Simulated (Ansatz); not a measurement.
Stiffness of compounds in space group Fm-3m

Theory: DFT, PBEsol, all-electron LAPW, scalar-relativistic in Ansatz 0.2.0.

All compounds have space group Fm-3m with 1 atom in the primitive cell. V0, B0 and B0′ come from third-order Birch–Murnaghan fits to pressures at five volumes, with shape and internal coordinates held; prototypes and MP cells needn't be known phases. No run is spin-polarised.

Spin–orbit coupling is left out, though it moves levels of the heavy atoms by tenths of an eV or more.

Li: Li 4a (0.000 0.000 0.000); COD 9008473, reported; 13×13×13 mesh, smearing 0.08 eV; no spin
Cu: Cu 4a (0.000 0.000 0.000); COD 5000216, reported; 19×19×19 mesh, smearing 0.08 eV; no spin
Ir: Ir 4a (0.000 0.000 0.000); COD 9008470, reported; 15×15×15 mesh, smearing 0.05 eV; no spin
Ta: Ta 4a (0.000 0.000 0.000); COD 1534932, reported; 15×15×15 mesh, smearing 0.08 eV; no spin

(1) Order the compounds by bulk modulus, lowest first.
A. Cu
B. Li
C. Ir
D. Ta

Answers

(1) B (14 GPa), A (168 GPa), D (199 GPa), C (387 GPa).
